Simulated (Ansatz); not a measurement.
Computed with DFT PBE, scalar-relativistic, plane waves, PAW in Ansatz. Settings: cutoff 420 eV, Γ-centred meshes spaced at most about 0.3 Å⁻¹, and about 0.25 Å⁻¹ or finer for metals (2π included), Gaussian smearing. No spin polarisation in the final relaxations.

All energies are static (0 K, no zero-point motion).

Two forms of SnSe₅ were relaxed alike.

A.

Space group P-62m (No. 189). a = 6.472 Å, b = 6.472 Å, c = 3.914 Å, α = 90.00°, β = 90.00°, γ = 120.00°
```tsv
atom	site	symmetry	x	y	z
Sn	1b	-62m	0.0000	0.0000	0.5000
Se	2d	-6..	0.3333	0.6667	0.5000
Se	3f	m2m	0.0000	0.6504	0.0000
```

B.

Space group P-6m2 (No. 187). a = 3.825 Å, b = 3.825 Å, c = 11.543 Å, α = 90.00°, β = 90.00°, γ = 120.00°
```csv
atom,site,symmetry,x,y,z
Sn,1a,-6m2,0.0000,0.0000,0.0000
Se,2i,3m.,0.6667,0.3333,0.8460
Se,2g,3m.,0.0000,0.0000,0.6500
Se,1f,-6m2,0.6667,0.3333,0.5000
```

Question: Which form is favoured at zero pressure, and by what margin per atom?

Answer: B is lower, by 28 meV/atom. A has space group P-62m (No. 189), 23.7 Å³/atom and no gap on its mesh; B has space group P-6m2 (No. 187), 24.4 Å³/atom and no gap. Counting Se atoms around Sn (those within 1.25 times the shortest such distance or 1.15 times the sum of covalent radii, 1.27 where that leaves under three; a plus sign parts nearer from farther groups), A has Sn 6+6 and B has Sn 6. Even the lower one lies +0.16 eV/atom against the reference forms of the elements (uncorrected), so neither is stable at this level. Both come from invented guesses.

No dispersion correction is applied, so the spacing and binding between layers, chains or molecules are poorly described (P-6m2), and this can change margins and order among such cells. Cells relaxed within their symmetry can be saddle points.
